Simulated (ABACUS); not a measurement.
## Parameter sweep on Zn3CdSe4 (P-43m, 8 atoms in the cell; from Materials Project mp-1079034, lattice scaled a little)

```
Zn3CdSe4
1.0
    5.73951     0.00000     0.00000
    0.00000     5.73951     0.00000
    0.00000     0.00000     5.73951
Zn Cd Se
3 1 4
Direct
  0.00000   0.50000   0.50000
  0.50000   0.00000   0.50000
  0.50000   0.50000   0.00000
  0.00000   0.00000   0.00000
  0.73850   0.73850   0.26150
  0.73850   0.26150   0.73850
  0.26150   0.26150   0.26150
  0.26150   0.73850   0.73850
```

Base run A: PBEsol, PseudoDojo 0.4 standard norm-conserving PBEsol (tails mended) pseudopotentials (ABACUS 3.10.1), self-consistent single point.

Its settings: KPT = Gamma 2 2 2 0 0 0; basis_type = pw; ecutwfc = 102 Ry; smearing_method = fd; smearing_sigma = 0.00146997 Ry; potentials = PseudoDojo 0.4 standard norm-conserving PBEsol (tails mended); symmetry = 1; symmetry_prec = 1e-05; ks_solver = dav_subspace; scf_nmax = 100; scf_thr = 1.0e-09 Ry; mixing_type = broyden.

The structure comes from a collection of computed structures, made at another level of theory; the collection holds predicted forms beside known ones. Its lattice was then scaled.

ΔF is the free energy per atom less that of run A. 

A variant of run A gave: the free energy rises by 4.4 meV/atom, the pressure goes from 0.41 to -1.86 GPa, the largest force goes from 0.004 to 0.029 eV/Å and the gap on the mesh goes from 0.975 to 0.844 eV.

Question: Which change was made?
(A) volume scaled by 0.99
(B) volume scaled by 0.98
(C) volume scaled by 1.04
(D) volume scaled by 1.02

Answer: C, volume scaled by 1.04. That run gave: ΔF (meV/atom) 4.4; pressure (GPa) -1.86; largest force (eV/Å) 0.029; gap on the mesh (eV) 0.844.

The base and the other variants:

```tsv
change	ΔF (meV/atom)	pressure (GPa)	largest force (eV/Å)	gap on the mesh (eV)
base	0.00	0.41	0.004	0.975
volume scaled by 0.94	22.6	4.92	0.045	1.190
volume scaled by 0.96	10.6	3.25	0.027	1.116
volume scaled by 0.98	3.2	1.75	0.011	1.045
volume scaled by 0.99	1.11	1.06	0.003	1.010
volume scaled by 1.01	-0.17	-0.20	0.011	0.942
volume scaled by 1.02	0.54	-0.79	0.017	0.908
volume scaled by 1.06	11.3	-2.82	0.040	0.781
```

“Tails mended”: in these copies of the files the far tail of each local potential was reset to the Coulomb form.
